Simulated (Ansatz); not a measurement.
MgIn$_{2}$S$_{4}$ (spinel, Fd-3m), plane-wave PAW LDA (Ansatz code), all energies at zero smearing, with the estimated change up to a 700 eV cutoff added, with one set of potentials and settings (totals compare only within such a set). Cell of 14 atoms (2 Mg, 4 In, 8 S): -32600.069 eV.

```json
[
 {"element": "Mg", "reference phase": "P6_3/mmc, 2 atoms in the cell", "E (eV/atom)": "-1901.6031"},
 {"element": "In", "reference phase": "I4/mmm, 1 atoms in the cell", "E (eV/atom)": "-5457.1653"},
 {"element": "S", "reference phase": "Fddd, 32 atoms in the cell", "E (eV/atom)": "-869.4931"}
]
```

Formation energy per atom, worked out: (-32600.069 − 2×(-1901.6031) − 4×(-5457.1653) − 8×(-869.4931))/14 = -0.875 eV/atom (-84 kJ per mol of atoms), at 0 K, without zero-point energy or fitted corrections.

The first step of the workflow began from a Materials Project structure, measured or hypothetical; the Crystallography Open Database files this formula in space group No. 227, but the cells were not matched. Its standing as an ambient phase is unchecked. The LDA relaxation kept the symmetry of its start; of distortions, only those at the zone centre were tested. The references are the lowest solids computed at this level, not always the standard phases.

Potentials: the later of the program's two PAW sets.
